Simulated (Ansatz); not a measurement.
SbTeOs:
```
SbTeOs
1.0
    6.62330     0.00000     0.00000
    0.00000     6.52835     0.00000
   -2.72364     0.00000     6.11811
Sb Te Os
4 4 4
Direct
  0.86024   0.14063   0.11405
  0.13976   0.85937   0.88595
  0.13976   0.64063   0.38595
  0.86024   0.35937   0.61405
  0.65352   0.86510   0.31565
  0.34648   0.13490   0.68435
  0.34648   0.36510   0.18435
  0.65352   0.63490   0.81565
  0.72297   0.49895   0.20326
  0.27703   0.50105   0.79674
  0.27703   0.99895   0.29674
  0.72297   0.00105   0.70326
```

Relaxed with PBEsol.

**Question.** Map the electron localisation function on the plane through (0.860, 0.141, 0.114) spanned by u = [1, 0, 1] and v = [1, 0, -1] in lattice vectors, from DFT-PBEsol in the program Ansatz with PAW potentials.

**Answer.** x is the fraction of u, y of v (the angle between them is 91°; rows are the nearest grid lines); atoms in the plane: Sb at (0.00, 0.00), Sb at (0.50, 0.50), Te at (0.03, 0.46), Te at (0.53, 0.96).
```
y \ x   0.000  0.0833  0.194  0.278  0.361  0.444  0.556  0.639  0.722  0.806  0.917   1.00
------  -----  ------  -----  -----  -----  -----  -----  -----  -----  -----  -----  -----
1.00    0.000   0.134  0.503  0.321  0.639  0.411  0.112  0.481  0.457  0.414  0.135  0.000
0.925   0.309   0.351  0.185  0.132  0.517  0.360  0.050  0.476  0.327  0.153  0.352  0.309
0.850   0.205   0.119  0.075  0.082  0.125  0.429  0.534  0.381  0.059  0.034  0.144  0.205
0.775   0.059   0.120  0.459  0.485  0.247  0.080  0.062  0.081  0.212  0.270  0.093  0.059
0.700   0.138   0.273  0.306  0.318  0.361  0.171  0.082  0.285  0.412  0.396  0.307  0.138
0.625   0.253   0.267  0.406  0.342  0.396  0.404  0.302  0.378  0.288  0.325  0.288  0.253
0.550   0.474   0.518  0.407  0.305  0.501  0.214  0.208  0.501  0.324  0.305  0.521  0.474
0.450   0.005   0.042  0.488  0.174  0.366  0.217  0.227  0.385  0.215  0.360  0.431  0.005
0.375   0.488   0.511  0.286  0.037  0.146  0.354  0.314  0.115  0.046  0.077  0.476  0.488
0.300   0.124   0.107  0.073  0.123  0.084  0.062  0.069  0.166  0.374  0.298  0.091  0.124
0.225   0.063   0.095  0.384  0.480  0.406  0.175  0.161  0.392  0.450  0.448  0.217  0.063
0.150   0.150   0.222  0.311  0.229  0.271  0.278  0.242  0.308  0.319  0.291  0.338  0.150
0.0750  0.309   0.372  0.369  0.338  0.312  0.399  0.490  0.385  0.300  0.330  0.403  0.309
0.000   0.000   0.134  0.503  0.321  0.639  0.411  0.112  0.481  0.457  0.414  0.135  0.000
```

The density is the valence pseudo-density with augmentation charge, so density and ELF within about 1 Å of a nucleus are not all-electron values.

Space group P2_1/c. The workflow started from a Materials Project entry (that database holds measured and hypothetical structures alike); the Crystallography Open Database copy checked does not list it. Its standing as an ambient phase is unchecked. The PBEsol relaxation kept the symmetry of its start; its stability against distortions is not shown here. No spin polarisation was allowed. Scalar-relativistic: spin–orbit coupling is off unless named, which matters more the heavier the elements.

Potentials: the later of the program's two PAW sets.
